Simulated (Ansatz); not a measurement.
AgI:
```
AgI
1.0
    0.00000     3.17402     3.17402
    3.17402     0.00000     3.17402
    3.17402     3.17402     0.00000
Ag I
1 1
Direct
  0.75000   0.75000   0.75000
  0.00000   0.00000   0.00000
```

Tensor components refer to the Cartesian frame of this cell.

Give the high-frequency dielectric tensor and the Born effective charge tensors of the independent atoms from DFPT, DFT-LDA in the program Ansatz with PAW potentials.


ε∞:
```
5.93  0.00  0.00
0.00  5.93  0.00
0.00  0.00  5.93
```
Z* of atom 1 (Ag), rows: field, columns: displacement, in e:
```
1.18  0.00  0.00
0.00  1.18  0.00
0.00  0.00  1.18
```
Z* of atom 2 (I), rows: field, columns: displacement, in e:
```
-1.18   0.00   0.00
 0.00  -1.18   0.00
 0.00   0.00  -1.18
```

Space group F-43m (zinc blende). The cell was relaxed with LDA under the symmetry of its start. The run is not spin-polarised. Spin–orbit coupling is left out wherever it is not named.

Potentials: the later of the program's two PAW sets.
